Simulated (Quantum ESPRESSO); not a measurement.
# Si6GaAs: input and log of a self-consistent run

A calculation, not a measurement. The program is pw.x of Quantum ESPRESSO 7.5 (plane-wave density functional theory). The cell is made up: 8 atoms on a zincblende/diamond lattice, with randomly drawn elements, strain and displacements, not relaxed. PseudoDojo standard norm-conserving files (v0.5 for PBE, v0.4.1 for LDA and PBEsol) set the functional; there is no spin polarisation, spin-orbit coupling or dispersion term, and the masses in the input are unused placeholders.

Input:

```
&control calculation='scf', pseudo_dir='./dojo.nc.sr.pbe.v0_5.standard.upf', outdir='./o', disk_io='low', tprnfor=.true., tstress=.true. /
&system ibrav=0, nat=8, ntyp=3, nbnd=36, ecutwfc=84.00895049, nosym=.true., tot_charge=0,
 occupations='smearing', smearing='fd', degauss=0.0073498644
/
&electrons conv_thr=7.350e-09, electron_maxstep=60, /
ATOMIC_SPECIES
As 1.0 As.upf
Ga 1.0 Ga.upf
Si 1.0 Si.upf
CELL_PARAMETERS angstrom
5.4044 0.0 0.0
0.0 5.4044 0.0
0.0 0.0 5.3298
ATOMIC_POSITIONS angstrom
Si -0.0401 0.109 -0.0403
Si 0.0665 2.7158 2.7412
Si 2.7836 0.1682 2.713
Ga 2.6165 2.667 -0.0573
Si 1.4097 1.2734 1.36
Si 1.3982 4.1725 3.9277
As 4.0521 1.3577 4.0565
Si 4.1715 4.1255 1.4653
K_POINTS automatic
6 6 6 1 1 1
```

The log is shortened where brackets say so; the opening notice, blank lines, dates and the lines on written files are dropped, and the path of the files is cut. It prints rydbergs, bohrs and kilobars, and counts compression as positive stress.

```
     Program PWSCF v.7.5
     Parallel version (MPI & OpenMP), running on       4 processor cores
     Number of MPI processes:                 4
     Threads/MPI process:                     1
     [start-up lines left out]
     bravais-lattice index     =            0
     lattice parameter (alat)  =      10.2128  a.u.
     unit-cell volume          =    1050.5155 (a.u.)^3
     number of atoms/cell      =            8
     number of atomic types    =            3
     number of electrons       =        52.00
     number of Kohn-Sham states=           36
     kinetic-energy cutoff     =      84.0090  Ry
     charge density cutoff     =     336.0358  Ry
     scf convergence threshold =      7.3E-09
     mixing beta               =       0.7000
     number of iterations used =            8  plain     mixing
     Exchange-correlation= PBE
                           (   1   4   3   4   0   0   0)
     [axes and pseudopotential details left out]
   Cartesian axes
     site n.     atom                  positions (alat units)
         1        Si     tau(   1) = (  -0.0074199   0.0201688  -0.0074569  )
         2        Si     tau(   2) = (   0.0123048   0.5025165   0.5072163  )
         3        Si     tau(   3) = (   0.5150618   0.0311228   0.5019984  )
         4        Ga     tau(   4) = (   0.4841426   0.4934868  -0.0106025  )
         5        Si     tau(   5) = (   0.2608430   0.2356228   0.2516468  )
         6        Si     tau(   6) = (   0.2587151   0.7720561   0.7267597  )
         7        As     tau(   7) = (   0.7497780   0.2512212   0.7505921  )
         8        Si     tau(   8) = (   0.7718711   0.7633595   0.2711309  )
     number of k points=   108  Fermi-Dirac smearing, width (Ry)=  0.0073
     Number of k-points >= 100: set verbosity='high' to print them.
     Dense  grid:   109211 G-vectors     FFT dimensions: (  60,  60,  60)
     Estimated max dynamical RAM per process >     341.77 MB
     Estimated total dynamical RAM >       1.26 GB
     Initial potential from superposition of free atoms
     starting charge      51.9934, renormalised to      52.0000
     Starting wfcs are   42 randomized atomic wfcs
     total cpu time spent up to now is        4.1 secs
     per-process dynamical memory:   295.9 Mb
     Self-consistent Calculation
     iteration #  1     ecut=    84.01 Ry     beta= 0.70
     Davidson diagonalization with overlap
     ethr =  1.00E-02,  avg # of iterations =  4.7
     Threshold (ethr) on eigenvalues was too large:
     Diagonalizing with lowered threshold
     Davidson diagonalization with overlap
     ethr =  4.61E-04,  avg # of iterations =  5.0
     total cpu time spent up to now is       23.3 secs
     total energy              =    -415.70472413 Ry
     estimated scf accuracy    <       0.25686970 Ry
     iteration #  2     ecut=    84.01 Ry     beta= 0.70
     Davidson diagonalization with overlap
     ethr =  4.94E-04,  avg # of iterations =  2.6
     total cpu time spent up to now is       31.2 secs
     total energy              =    -415.71615555 Ry
     estimated scf accuracy    <       0.06939236 Ry
     iteration #  3     ecut=    84.01 Ry     beta= 0.70
     Davidson diagonalization with overlap
     ethr =  1.33E-04,  avg # of iterations =  4.4
     total cpu time spent up to now is       40.4 secs
     total energy              =    -415.73635993 Ry
     estimated scf accuracy    <       0.02438855 Ry
     iteration #  4     ecut=    84.01 Ry     beta= 0.70
     Davidson diagonalization with overlap
     ethr =  4.69E-05,  avg # of iterations =  3.3
     total cpu time spent up to now is       48.4 secs
     total energy              =    -415.74073824 Ry
     estimated scf accuracy    <       0.00025747 Ry
     iteration #  5     ecut=    84.01 Ry     beta= 0.70
     Davidson diagonalization with overlap
     ethr =  4.95E-07,  avg # of iterations =  9.1
     total cpu time spent up to now is       60.6 secs
     total energy              =    -415.74084767 Ry
     estimated scf accuracy    <       0.00009070 Ry
     iteration #  6     ecut=    84.01 Ry     beta= 0.70
     Davidson diagonalization with overlap
     ethr =  1.74E-07,  avg # of iterations =  2.1
     total cpu time spent up to now is       67.8 secs
     total energy              =    -415.74086836 Ry
     estimated scf accuracy    <       0.00001460 Ry
     iteration #  7     ecut=    84.01 Ry     beta= 0.70
     Davidson diagonalization with overlap
     ethr =  2.81E-08,  avg # of iterations =  2.0
     total cpu time spent up to now is       74.7 secs
     total energy              =    -415.74087106 Ry
     estimated scf accuracy    <       0.00000041 Ry
     iteration #  8     ecut=    84.01 Ry     beta= 0.70
     Davidson diagonalization with overlap
     ethr =  7.87E-10,  avg # of iterations =  4.0
     total cpu time spent up to now is       83.8 secs
     total energy              =    -415.74087127 Ry
     estimated scf accuracy    <       0.00000014 Ry
     iteration #  9     ecut=    84.01 Ry     beta= 0.70
     Davidson diagonalization with overlap
     ethr =  2.64E-10,  avg # of iterations =  2.0
     total cpu time spent up to now is       90.8 secs
     total energy              =    -415.74087130 Ry
     estimated scf accuracy    <       0.00000002 Ry
     iteration # 10     ecut=    84.01 Ry     beta= 0.70
     Davidson diagonalization with overlap
     ethr =  4.01E-11,  avg # of iterations =  2.0
     total cpu time spent up to now is       98.0 secs
     End of self-consistent calculation
     Number of k-points >= 100: set verbosity='high' to print the bands.
     the Fermi energy is     8.0484 ev
!    total energy              =    -415.74087130 Ry
     estimated scf accuracy    <          7.4E-10 Ry
     smearing contrib. (-TS)   =      -0.00202443 Ry
     internal energy E=F+TS    =    -415.73884687 Ry
     The total energy is F=E-TS. E is the sum of the following terms:
     one-electron contribution =    -250.77415421 Ry
     hartree contribution      =     154.50905236 Ry
     xc contribution           =    -108.21811202 Ry
     ewald contribution        =    -211.25563300 Ry
     convergence has been achieved in  10 iterations
     Forces acting on atoms (cartesian axes, Ry/au):
     atom    1 type  3   force =     0.07282110   -0.10099581    0.06642483
     atom    2 type  3   force =     0.02944925    0.00405856   -0.04281088
     atom    3 type  3   force =    -0.01702703   -0.10747138   -0.05288436
     atom    4 type  2   force =    -0.00392849    0.08182227    0.06801338
     atom    5 type  3   force =    -0.04516872    0.05594802   -0.01310480
     atom    6 type  3   force =    -0.00896756    0.00245692    0.03462892
     atom    7 type  1   force =     0.02203646    0.07919980   -0.01221012
     atom    8 type  3   force =    -0.04921502   -0.01501837   -0.04805698
     Total force =     0.259031     Total SCF correction =     0.000132
     Computing stress (Cartesian axis) and pressure
          total   stress  (Ry/bohr**3)                   (kbar)     P=       93.63
   0.00063314  -0.00007463   0.00020133           93.14      -10.98       29.62
  -0.00007463   0.00058707  -0.00010685          -10.98       86.36      -15.72
   0.00020133  -0.00010685   0.00068924           29.62      -15.72      101.39
     init_run     :      3.82s CPU      3.98s WALL (       1 calls)
     electrons    :     93.35s CPU     93.88s WALL (       1 calls)
     forces       :      1.65s CPU      1.66s WALL (       1 calls)
     stress       :      5.61s CPU      5.61s WALL (       1 calls)
     [timing details left out]
     PWSCF        :   1m44.59s CPU   1m45.33s WALL
     JOB DONE.
```

In other units: free energy -5656.443 eV for the cell, pressure 9.36 GPa, largest force component 2.763 eV/Å. A rerun of this cell at 1437 eV and a 8 x 8 x 8 mesh moved values by no more than 0.002 eV in energy, 0.02 GPa in stress and 0.005 eV/Å in force.